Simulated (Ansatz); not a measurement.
# SrPtAs: a fit and a missing row

SrPtAs, P6_3/mmc, a = 4.239 Å, c = 8.909 Å. The structure is a Materials Project entry; whether it is the stable form wasn't checked. Ansatz: PBEsol, PAW, 420 eV, Γ-centred 12×12×4 mesh on 6 atoms, Gaussian smearing 0.10 eV; no spin polarisation. Shape and atoms are relaxed at each volume; pressure is positive in compression.

```tsv
V (Å³/atom)	P (GPa)
21.723	5.07
22.416	2.33
23.110	-0.02
23.803	?
24.496	-3.82
```

**Question.** Take V0 = 23.110 Å³/atom, count pressures from its P0 = -0.02 GPa, fit the third-order Birch–Murnaghan form to the other rows, and predict the missing pressure.

**Answer.** With the Eulerian strain f = ½[(V0/V)^(2/3) − 1] and y = (P − P0)/[3f(1 + 2f)^(5/2)], the form is the line y = B0 + 1.5 B0 (B0′ − 4) f. Rows (f, y): 0.02106, 72.7; 0.01027, 72.5; -0.01904, 73.3. Means f = 0.004097, y = 72.833; Σ(Δf)² = 0.0008612, ΣΔfΔy = -0.01512; the slope is their ratio. y = 72.91 − 17.55 f GPa, so B0 = 72.9 GPa and B0′ = 4 + 2 × (-17.55)/(3 × 72.91) = 3.84. At V = 23.803, f = -0.00975, y = 73.08 and P = -2.05 GPa. The run gave -2.06 GPa, so the fit is 0.01 GPa too high, within twice the rms miss on the fitted rows (0.007 GPa).

Spin–orbit coupling is left out, which can shift energies with elements as heavy as these.